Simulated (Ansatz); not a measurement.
Ge:
Space group I4/mmm (No. 139); a = b = 7.0520 Å, c = 4.0719 Å, α = β = γ = 90.00°

| atom | site | symmetry | x | y | z |
|---|---|---|---|---|---|
| Ge | 8h | m.2m | 0.1785 | 0.1785 | 0.0000 |
(The calculation used a cell of 4 atoms; values per cell refer to that cell.)

Relaxed at zero pressure with PBE (plane waves, PAW; program Ansatz).

### Question
The volume is raised by 3 % and shape and atoms relax at that volume. What pressure results, and how do the axes share the change?

### Answer
-1.5 GPa; a 1.0 %, b 1.0 %, c 0.9 %; the energy rises by 4 meV/atom.

### Question
Give the new structure.

### Answer

Space group I4/mmm (No. 139); a = b = 7.125 Å, c = 4.108 Å, α = β = γ = 90.00°

```csv
atom,site,symmetry,x,y,z
Ge,8h,m.2m,0.1783,0.1783,0.0000
```

The phase is kept; no other phase was compared at this pressure.

The start of the workflow was typed in or built on a structure type; neither database checked (COD, Materials Project) lists it. It is not the phase usual at ambient conditions (space group No. 227). The cell was relaxed with PBE under the symmetry of its start; its stability against distortions is not shown here. The volume moved by 34 % from the start of the relaxation.

Potentials: the later of the program's two PAW sets.
